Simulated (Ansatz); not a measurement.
Relaxed-ion elastic tensor of Sr₃SnO (anti-perovskite, Pm-3m) in GPa (Voigt order), PBEsol (plane waves, PAW; program Ansatz); density 5.00 g/cm³, 26.40 Å³ per atom.

```tsv
	1	2	3	4	5	6
1	96.7	24.8	24.8	0.0	0.0	0.0
2	24.8	96.7	24.8	0.0	0.0	0.0
3	24.8	24.8	96.7	0.0	0.0	0.0
4	0.0	0.0	0.0	41.3	0.0	0.0
5	0.0	0.0	0.0	0.0	41.3	0.0
6	0.0	0.0	0.0	0.0	0.0	41.3
```

Q: Is the crystal mechanically stable?

A: Yes: the smallest eigenvalue of C is 41.3 GPa.

Q: Work out the Voigt, Reuss and Hill averages.

A: K_V = 48.8, K_R = 48.8, K_H = 48.8; G_V = 39.1, G_R = 39.0, G_H = 39.1 GPa.

Q: Give Young's modulus, Poisson's ratio, Pugh's ratio and the universal anisotropy index.

A: E = 9KG/(3K + G) = 92.5 GPa; ν = 0.18; K/G = 1.25 (brittle by the Pugh limit of 1.75); A_U = 5G_V/G_R + K_V/K_R − 6 = 0.02.

Q: Estimate the sound speeds and the Debye temperature.

A: v_l = √((K + 4G/3)/ρ) = 4490 m/s, v_t = √(G/ρ) = 2790 m/s, mean 3080 m/s; Θ = (h/k)(3n/4πV)^(1/3) v_m = 308 K.

Q: Give the Zener ratio and Young's modulus along [100], [110] and [111].

A: A = 2C44/(C11 − C12) = 1.15; 1/E = S11 − 2(S11 − S12 − S44/2)Γ with Γ = 0, 1/4, 1/3 gives 86.6, 93.9, 96.6 GPa.

The workflow started from an entry of the Crystallography Open Database (COD). Its standing as an ambient phase is unchecked. Symmetry was held in the PBEsol relaxation; whether a distortion lowers the energy is not shown. A small band overlap can be real or an error of a semilocal functional. As this level gives no gap, shear constants depend on the k-mesh and smearing (Fermi–Dirac, 0.1 eV here). Scalar-relativistic: spin–orbit coupling is off unless named, which matters more the heavier the elements.

Potentials: the later of the program's two PAW sets.
